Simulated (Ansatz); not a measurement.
## Cr3PtC: which magnetic state is lowest?

The calculation used Ansatz, DFT PBE, scalar-relativistic, plane waves, PAW.

```cif
data_structure
_symmetry_space_group_name_H-M 'P 1'
_symmetry_Int_Tables_number 1
_cell_length_a 3.8520
_cell_length_b 3.8520
_cell_length_c 3.8520
_cell_angle_alpha 90.000
_cell_angle_beta 90.000
_cell_angle_gamma 90.000
_cell_volume 57.16
loop_
_atom_site_label
_atom_site_type_symbol
_atom_site_fract_x
_atom_site_fract_y
_atom_site_fract_z
_atom_site_occupancy
Pt1 Pt 0.00000 0.00000 0.00000 1
C1 C 0.50000 0.50000 0.50000 1
Cr1 Cr 0.50000 0.50000 0.00000 1
Cr2 Cr 0.50000 0.00000 0.50000 1
Cr3 Cr 0.00000 0.50000 0.50000 1
```

| Property | Result |
| --- | --- |
| plane-wave cutoff | 420 eV |
| Γ-centred k-mesh | 10×10×10 |
| occupation rule | Gaussian smearing, 0.1 eV |
| list of starting moments (μB, in atom order) | 0 0 4.5 4.5 4.5 |
| check for lower electronic states after the SCF | off |

All runs keep this geometry, which isn't relaxed for the lowest state (largest force there 0.000 eV/Å, pressure 6.1 GPa; forces reach 0.15 eV/Å in another state) and needn't be a stable compound; relaxing each order would shift the differences by some 9 meV/atom, going by the pressures and a bulk modulus of about 150 GPa. Signs run over the atoms with starting moments. A propagation vector, in units of the reciprocal vectors, doubles the cell, which takes an equally dense mesh. Site moments are spin moments in atom-centred spheres that scale with the neighbour distance. The states are those that the runs reached from these starts; a lower one can exist.

Task: Starts tried: no spin; large parallel starting moments; ferrimagnetic in the cell, signs ++-; antiferromagnetic, doubled cell, propagation vector (0, 0, 1/2); antiferromagnetic, doubled cell, propagation vector (0, 1/2, 1/2); antiferromagnetic, doubled cell, propagation vector (1/2, 1/2, 1/2). Which state comes out lowest, and what are the moments?

Result: The lowest state is ferrimagnetic, reached from the start “ferrimagnetic in the cell, signs ++-”, with site moments (μB) Cr +1.00 (×2), Cr -1.34.

| start | ends | energy above lowest (meV/atom) | site moments (μB) | gap on mesh (eV) | P (GPa) |
| --- | --- | --- | --- | --- | --- |
| no spin | non-magnetic | 40.1 | none over 0.05 | metal | 0.0 |
| large parallel starting moments | non-magnetic | 40.1 | none over 0.05 | metal | 0.0 |
| ferrimagnetic in the cell, signs ++- | ferrimagnetic | 0.00 | Cr +1.00 (×2), Cr -1.34 | metal | 6.1 |
| antiferromagnetic, doubled cell, propagation vector (0, 0, 1/2) | non-magnetic | 40.1 | none over 0.05 | metal | 0.0 |
| antiferromagnetic, doubled cell, propagation vector (0, 1/2, 1/2) | antiferromagnetic | 36.3 | Cr +0.64 (×2), Cr +0.53, Cr -0.64 (×2), Cr -0.53 | metal | 2.2 |
| antiferromagnetic, doubled cell, propagation vector (1/2, 1/2, 1/2) | antiferromagnetic | 29.2 | Cr +0.71 (×3), Cr -0.71 (×3) | metal | 2.8 |

1 further run of this set didn't finish or converge.

Cost: 6 runs of about 15 core-minutes in all, on Arm Neoverse V1 (shared hosts).